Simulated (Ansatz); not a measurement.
LiBiSe2 as one 4-atom ordering (R-3m) on the rocksalt lattice (r2SCAN geometry), in Ansatz:

```xyz
4
Lattice="2.0599 1.1893 6.6134 -2.0599 1.1893 6.6134 0.0000 -2.3786 6.6134" Properties=species:S:1:pos:R:3 pbc="T T T"
Li    2.0599    1.1893    6.6134
Bi    0.0000    0.0000    9.9201
Se    0.0000    0.0000    5.0460
Se    0.0000    0.0000   14.7942
```

G0W0@PBE with 365 empty bands, a screening cutoff of 140 eV and a 4×4×4 mesh (PAW, contour deformation) gives 1.545 eV over the mesh points, from a PBE gap of 1.048 eV; it sums over 390 bands with 349 plane waves in the screening and a wave cutoff of 420 eV. The G0W0 figures hold for the stated bands, cutoff and mesh and aren't extrapolated. These are computed values for a spin-unpolarised cell that may be hypothetical; none is a measurement.

Question: Estimate the gap with empty bands 157, screening cutoff 80 eV.

Answer: 1.459 eV (-0.086 eV), from a Kohn-Sham gap of 1.048 eV.

Question: Estimate the gap with starting point HSE06.

Answer: 1.778 eV (+0.233 eV), from a Kohn-Sham gap of 1.568 eV.

Spin-orbit coupling is left out; in compounds of Pb, Bi, Tl or Hg it can lower a gap by up to about 1 eV, split its edges or invert the bands.
